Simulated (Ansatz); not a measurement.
HfO2 (tetragonal-ZrO2 type, space group P4_2/nmc)

Space group P4₂/nmc, origin choice 1 (No. 137); a = 3.567 Å, b = 3.567 Å, c = 5.166 Å, α = 90.00°, β = 90.00°, γ = 90.00°

```json
[
 {"atom": "Hf", "site": "2a", "symmetry": "-4m2", "x": "0.0000", "y": "0.0000", "z": "0.0000"},
 {"atom": "O", "site": "4d", "symmetry": "2mm.", "x": "0.0000", "y": "0.5000", "z": "0.2001"}
]
```

The relaxed cell is deformed in two ways at once: its volume V is scaled, and at that volume it is stretched along z (the c axis of the conventional cell) so that c/a changes. Fractional atomic positions are held.

These are PBEsol (plane waves to 420 eV, PAW, scalar-relativistic; Ansatz, a program for electronic structure) values and carry that method's errors. k mesh 9×9×7 (Γ-centred), Fermi-Dirac smearing 0.05 eV. Stress and pressure are positive under compression. As the atoms are clamped, bonds stretch with the cell, which overstates energies and stresses. HfO2 is run without spin polarisation. HfO2 was relaxed with its symmetry unable to fall. Spin-orbit coupling is left out, though Hf is heavy. This is a high-temperature form of HfO2. 

| P (GPa) | V/V₀ = 0.920 | V/V₀ = 0.960 | V/V₀ = 1.000 | V/V₀ = 1.040 | V/V₀ = 1.080 |
|---|---|---|---|---|---|
| (c/a)/(c/a)₀ = 0.880 | (withheld) | (withheld) | (withheld) | -10.8 | -18.1 |
| (c/a)/(c/a)₀ = 0.940 | 24.1 | 10.2 | -1.1 | -10.2 | -17.6 |
| (c/a)/(c/a)₀ = 1.000 | 25.5 | 11.4 | 0.0 | (withheld) | -16.8 |
| (c/a)/(c/a)₀ = 1.060 | 26.9 | 12.7 | 1.2 | -8.2 | -15.8 |
| (c/a)/(c/a)₀ = 1.120 | 28.3 | 14.0 | 2.4 | -7.0 | -14.7 |

Question: Complete the blanks.

Answer: 
- (c/a)/(c/a)₀ = 0.880, V/V₀ = 0.920: 23.2
- (c/a)/(c/a)₀ = 0.880, V/V₀ = 0.960: 9.4
- (c/a)/(c/a)₀ = 0.880, V/V₀ = 1.000: -1.7
- (c/a)/(c/a)₀ = 1.000, V/V₀ = 1.040: -9.3

(Under strain, the slope of the energy per volume gives the stress and its curvature an elastic modulus.)
